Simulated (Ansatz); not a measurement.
CaAlF₅:
```yaml
crystal:
  lattice:
    - [4.36083, 3.15501, 0.00000]
    - [-4.36083, 3.15501, 0.00000]
    - [-3.08950, 0.00000, 6.64174]
  atoms:
    - { symbol: Ca, position: [0.54475, 0.54475, 0.75000] }
    - { symbol: Ca, position: [0.45525, 0.45525, 0.25000] }
    - { symbol: Al, position: [0.00000, 0.00000, 0.50000] }
    - { symbol: Al, position: [0.00000, 0.00000, 0.00000] }
    - { symbol: F, position: [0.94032, 0.94032, 0.75000] }
    - { symbol: F, position: [0.05968, 0.05968, 0.25000] }
    - { symbol: F, position: [0.72865, 0.70398, 0.47261] }
    - { symbol: F, position: [0.70398, 0.72865, 0.02739] }
    - { symbol: F, position: [0.27135, 0.29602, 0.52739] }
    - { symbol: F, position: [0.29602, 0.27135, 0.97261] }
    - { symbol: F, position: [0.75934, 0.20318, 0.38616] }
    - { symbol: F, position: [0.20318, 0.75934, 0.11384] }
    - { symbol: F, position: [0.24066, 0.79682, 0.61384] }
    - { symbol: F, position: [0.79682, 0.24066, 0.88616] }
```

Relaxed with r²SCAN. 

Task: HSE06 on this cell (Ansatz, an electronic-structure program, PAW) gives a gap of 9.63 eV. What does r²SCAN give?

Result: 8.21 eV.

Cost on shared cores: the r²SCAN run (SCF on a 6×6×4 mesh, then bands and DOS) very roughly 8 core-minutes, the HSE06 run (SCF on 4×4×3, then a few points) around 5 core-minutes (rough); the tasks are unlike.

Space group C2/c. The workflow started from an entry of the Crystallography Open Database (COD), which files this formula under 2 space groups. Whether it is the stable phase at ambient conditions was not checked. The cell was relaxed with r²SCAN under the symmetry of its start; whether a distortion lowers the energy is not shown.

Potentials: the later of the program's two PAW sets.

Ansatz is a plane-wave DFT program.
